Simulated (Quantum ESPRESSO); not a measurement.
# Kohn-Sham bands of TiO2 (Pbcn)

```yaml
crystal:
  lattice:
    - [4.54535, 0.00000, 0.00000]
    - [0.00000, 5.51962, 0.00000]
    - [0.00000, 0.00000, 4.90920]
  atoms:
    - { symbol: Ti, position: [0.50000, 0.67299, 0.75000] }
    - { symbol: Ti, position: [0.50000, 0.32701, 0.25000] }
    - { symbol: Ti, position: [0.00000, 0.82701, 0.25000] }
    - { symbol: Ti, position: [0.00000, 0.17299, 0.75000] }
    - { symbol: O, position: [0.72855, 0.61828, 0.08135] }
    - { symbol: O, position: [0.27145, 0.38172, 0.91865] }
    - { symbol: O, position: [0.77145, 0.88172, 0.58135] }
    - { symbol: O, position: [0.22855, 0.11828, 0.41865] }
    - { symbol: O, position: [0.22855, 0.88172, 0.91865] }
    - { symbol: O, position: [0.77145, 0.11828, 0.08135] }
    - { symbol: O, position: [0.27145, 0.61828, 0.41865] }
    - { symbol: O, position: [0.72855, 0.38172, 0.58135] }
```

Structure: Materials Project mp-1439, symmetrised, not relaxed again. Not found in the COD (Crystallography Open Database) copy used, which has the formula in other groups; not checked further. Level: PBEsol, no spin polarisation, no spin-orbit coupling; pw.x of Quantum ESPRESSO at 68 Ry with PseudoDojo potentials, 4×4×4 k-points, Wannier90. Density: 8×6×6 mesh, cold smearing 0.01 Ry.

Energies are relative to the valence-band maximum; weights are on the orthonormalised atomic waves of the pseudopotential files, averaged over the group. 96 electrons a cell are treated as valence.

| bands | from (eV) | to (eV) | filling | weight on atomic waves |
|---|---|---|---|---|
| 1–4 | -56.14 | -56.11 | filled | … |
| 5–16 | -32.73 | -32.41 | filled | … |
| 17–24 | -17.72 | -15.76 | filled | … |
| 25–48 | -5.09 | 0.00 | filled | … |
| 49–60 | 2.61 | 4.76 | empty | … |
| 61–68 | 5.22 | 7.48 | empty | … |

Question: Which atomic shells make up each group?

Answer: 
- 1–4, weight on atomic waves: Ti 3s 97 %
- 5–16, weight on atomic waves: Ti 3p 98 %
- 17–24, weight on atomic waves: O 2s 84 %, Ti 3d 7 %, Ti 4s 6 %
- 25–48, weight on atomic waves: O 2p 80 %, Ti 3d 16 %
- 49–60, weight on atomic waves: Ti 3d 82 %, O 2p 15 %
- 61–68, weight on atomic waves: Ti 3d 66 %, O 2p 25 %, O 2s 6 %

The Kohn-Sham gap over both meshes and the path is 2.61 eV.
